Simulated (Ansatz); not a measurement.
Computed with DFT PBE, scalar-relativistic, plane waves, PAW (Ansatz 0.2.0). Settings: cutoff 420 eV, Γ-centred meshes spaced at most about 0.3 Å⁻¹, and about 0.25 Å⁻¹ or finer for metals (2π included), Gaussian smearing. No spin polarisation in the final relaxations.

All energies are static (0 K, no zero-point motion). All come from trial cells, and lower structures may exist.

Problem. These unrelaxed guesses for SiBr₅ are each relaxed within their symmetry. Order them by the energy at which they end, lowest first.
A.

```
CELL_PARAMETERS angstrom
0.00000 4.60191 4.60191
4.60191 0.00000 4.60191
4.60191 4.60191 0.00000
ATOMIC_POSITIONS crystal
Si 0.75000 0.75000 0.75000
Br 0.25000 0.25000 0.25000
Br 0.89147 0.89147 0.89147
Br 0.89147 0.89147 0.32560
Br 0.89147 0.32560 0.89147
Br 0.32560 0.89147 0.89147
```

B.

```
CELL_PARAMETERS angstrom
-3.34552 3.40575 4.04536
3.34552 -3.40575 4.04536
3.34552 3.40575 -4.04536
ATOMIC_POSITIONS crystal
Si 0.00000 0.00000 0.00000
Br 0.00000 0.50000 0.50000
Br 0.56784 0.34303 0.22481
Br 0.88177 0.65697 0.22481
Br 0.11823 0.34303 0.77519
Br 0.43216 0.65697 0.77519
```

C.

```
CELL_PARAMETERS angstrom
6.53539 0.00000 0.00000
-3.26770 5.65981 0.00000
0.00000 0.00000 5.21741
ATOMIC_POSITIONS crystal
Si 0.00000 0.00000 0.00000
Br 0.00000 0.50000 0.50000
Br 0.33333 0.66667 0.00000
Br 0.66667 0.33333 0.00000
Br 0.50000 0.00000 0.50000
Br 0.50000 0.50000 0.50000
```

D.

```
CELL_PARAMETERS angstrom
6.87479 0.00000 0.00000
-3.43739 5.95374 0.00000
0.00000 0.00000 6.08273
ATOMIC_POSITIONS crystal
Si 0.00000 0.00000 0.50000
Br 0.00000 0.60751 0.00000
Br 0.60751 0.00000 0.00000
Br 0.39249 0.39249 0.00000
Br 0.66667 0.33333 0.50000
Br 0.33333 0.66667 0.50000
```

Solution. A (ends in F-43m, 0 meV/atom), B (ends in Immm, 123 meV/atom), C (ends in P6/mmm, 0.83 eV/atom), D (ends in P-62m, 0.85 eV/atom).

No dispersion correction is applied, so the spacing and binding between layers, chains or molecules are poorly described (F-43m, Immm, P6/mmm, P-62m), and this can change margins and order among such cells. In F-43m, Immm, P6/mmm, P-62m an odd number of electrons in the primitive cell allows no gap without spin; a larger cell or a magnetic state could open one. A magnetic state wasn't ruled out in cells without spin, among them F-43m, Immm, P6/mmm, P-62m. Cells relaxed within their symmetry can be saddle points. Some types were kept out of the candidates beforehand, so the set may lack a known form.
